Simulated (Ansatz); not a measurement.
## BN with a B vacancy: gradients before and after relaxing the atoms

Start: a supercell of BN (zinc blende type, F-43m) built from an entry of the Crystallography Open Database (COD), with all atoms left at the host's positions.

```yaml
crystal:
  lattice:
    - [0.00000, 5.42250, 5.42250]
    - [5.42250, 0.00000, 5.42250]
    - [5.42250, 5.42250, 0.00000]
  atoms:
    - { symbol: B, position: [0.00000, 0.00000, 0.33333] }
    - { symbol: B, position: [0.00000, 0.00000, 0.66667] }
    - { symbol: B, position: [0.00000, 0.33333, 0.00000] }
    - { symbol: B, position: [0.00000, 0.33333, 0.33333] }
    - { symbol: B, position: [0.00000, 0.33333, 0.66667] }
    - { symbol: B, position: [0.00000, 0.66667, 0.00000] }
    - { symbol: B, position: [0.00000, 0.66667, 0.33333] }
    - { symbol: B, position: [0.00000, 0.66667, 0.66667] }
    - { symbol: B, position: [0.33333, 0.00000, 0.00000] }
    - { symbol: B, position: [0.33333, 0.00000, 0.33333] }
    - { symbol: B, position: [0.33333, 0.00000, 0.66667] }
    - { symbol: B, position: [0.33333, 0.33333, 0.00000] }
    - { symbol: B, position: [0.33333, 0.33333, 0.33333] }
    - { symbol: B, position: [0.33333, 0.33333, 0.66667] }
    - { symbol: B, position: [0.33333, 0.66667, 0.00000] }
    - { symbol: B, position: [0.33333, 0.66667, 0.33333] }
    - { symbol: B, position: [0.33333, 0.66667, 0.66667] }
    - { symbol: B, position: [0.66667, 0.00000, 0.00000] }
    - { symbol: B, position: [0.66667, 0.00000, 0.33333] }
    - { symbol: B, position: [0.66667, 0.00000, 0.66667] }
    - { symbol: B, position: [0.66667, 0.33333, 0.00000] }
    - { symbol: B, position: [0.66667, 0.33333, 0.33333] }
    - { symbol: B, position: [0.66667, 0.33333, 0.66667] }
    - { symbol: B, position: [0.66667, 0.66667, 0.00000] }
    - { symbol: B, position: [0.66667, 0.66667, 0.33333] }
    - { symbol: B, position: [0.66667, 0.66667, 0.66667] }
    - { symbol: N, position: [0.08333, 0.08333, 0.08333] }
    - { symbol: N, position: [0.08333, 0.08333, 0.41667] }
    - { symbol: N, position: [0.08333, 0.08333, 0.75000] }
    - { symbol: N, position: [0.08333, 0.41667, 0.08333] }
    - { symbol: N, position: [0.08333, 0.41667, 0.41667] }
    - { symbol: N, position: [0.08333, 0.41667, 0.75000] }
    - { symbol: N, position: [0.08333, 0.75000, 0.08333] }
    - { symbol: N, position: [0.08333, 0.75000, 0.41667] }
    - { symbol: N, position: [0.08333, 0.75000, 0.75000] }
    - { symbol: N, position: [0.41667, 0.08333, 0.08333] }
    - { symbol: N, position: [0.41667, 0.08333, 0.41667] }
    - { symbol: N, position: [0.41667, 0.08333, 0.75000] }
    - { symbol: N, position: [0.41667, 0.41667, 0.08333] }
    - { symbol: N, position: [0.41667, 0.41667, 0.41667] }
    - { symbol: N, position: [0.41667, 0.41667, 0.75000] }
    - { symbol: N, position: [0.41667, 0.75000, 0.08333] }
    - { symbol: N, position: [0.41667, 0.75000, 0.41667] }
    - { symbol: N, position: [0.41667, 0.75000, 0.75000] }
    - { symbol: N, position: [0.75000, 0.08333, 0.08333] }
    - { symbol: N, position: [0.75000, 0.08333, 0.41667] }
    - { symbol: N, position: [0.75000, 0.08333, 0.75000] }
    - { symbol: N, position: [0.75000, 0.41667, 0.08333] }
    - { symbol: N, position: [0.75000, 0.41667, 0.41667] }
    - { symbol: N, position: [0.75000, 0.41667, 0.75000] }
    - { symbol: N, position: [0.75000, 0.75000, 0.08333] }
    - { symbol: N, position: [0.75000, 0.75000, 0.41667] }
    - { symbol: N, position: [0.75000, 0.75000, 0.75000] }
```

Sites (sets of like atoms) are named by element and the number of their first atom in this list.

Level of theory: DFT, PBE, plane waves and PAW, scalar-relativistic, collinear spin, 420 eV cutoff, Γ-centred 3×3×3 k-points, Fermi–Dirac smearing 0.01 eV, cell charge -2 (Ansatz 0.2.0). Start moments as typed (μB): 0 0 0 0 0 0 0 0 0 0 0 0 0 0 0 0 0 0 0 0 0 0 0 0 0 0 0.5 0 0.5 0 0 0 0.5 0 0 0 0 0 0 0 0 0 0 0 0.5 0 0 0 0 0 0 0 0 by atom.

The largest force at the start is 3.3 eV/Å. Relaxing the ions at fixed cell moves them by 0.114 Å at most (atom 27, N) and 0.038 Å rms.

| site | atom | moved (Å) | first shell before | first shell after | V_zz before (10²¹ V/m²) | η before |
| --- | --- | --- | --- | --- | --- | --- |
| B1 | 1 | 0.044 | 4 N at 1.57 Å | 4 N at 1.49–1.58 Å | -0.58 | 0.21 |
| B4 | 4 | 0.011 | 4 N at 1.57 Å | 4 N at 1.56–1.58 Å | 0.12 | 0.00 |
| B8 | 8 | 0.007 | 4 N at 1.57 Å | 4 N at 1.57 Å | 0.12 | 0.00 |
| B14 | 14 | 0.009 | 4 N at 1.57 Å | 4 N at 1.56–1.57 Å | -0.11 | 0.93 |
| N27 | 27 | 0.114 | 3 B at 1.57 Å | 3 B at 1.49 Å | -3.78 | 0.00 |
| N28 | 28 | 0.002 | 4 B at 1.57 Å | 4 B at 1.56–1.58 Å | -0.73 | 0.51 |
| N32 | 32 | 0.004 | 4 B at 1.57 Å | 4 B at 1.56–1.58 Å | 0.55 | 0.24 |
| N40 | 40 | 0.000 | 4 B at 1.57 Å | 4 B at 1.57–1.58 Å | 0.032 | 0.00 |

(1) What are V_zz and η after the relaxation?

## Answers

(1) 

```
site  atom  V_zz after  η after  change of V_zz
  B1     1       -0.80     0.22           -0.22
  B4     4        0.19     0.00           +0.07
  B8     8        0.10     0.00           -0.02
 B14    14       -0.15     0.94           -0.04
 N27    27       -4.14     0.00           -0.36
 N28    28       -0.57     0.78           +0.16
 N32    32       -0.32     0.96               –
 N40    40      -0.047     0.00           -0.08
```

The largest change of V_zz along a kept axis is on N27, from -3.78 to -4.14. In per cent, |V_zz| changes by +10 on N (all sites that start above 2). Where |V_zz| stays above 0.1 and the axes keep their order, η moves most on N28, from 0.51 to 0.78. V_zz changes sign on N40 (same axis). On N32 the largest principal value lies along another axis in the second run, so the two V_zz can't be compared directly. Sites without a gradient aren't listed.

The defect repeats with the cell of 53 atoms, so it feels its images: sites between two images don't show the values beside a lone defect, and zeros or small values of η there can come from the images' arrangement. A uniform background compensates the cell's charge. The defect cell has no gap above 0.1 eV on its mesh, so the values can hang on the smearing and the k-mesh.
Before: The neighbours have not yet relaxed around the defect (largest force 3.3 eV/Å), so the values at and beside it are those of a strained start, not of the defect in a real crystal.
After: The relaxation keeps the symmetry of the vacancy's site, so distortions that break it, Jahn–Teller ones too, aren't explored.
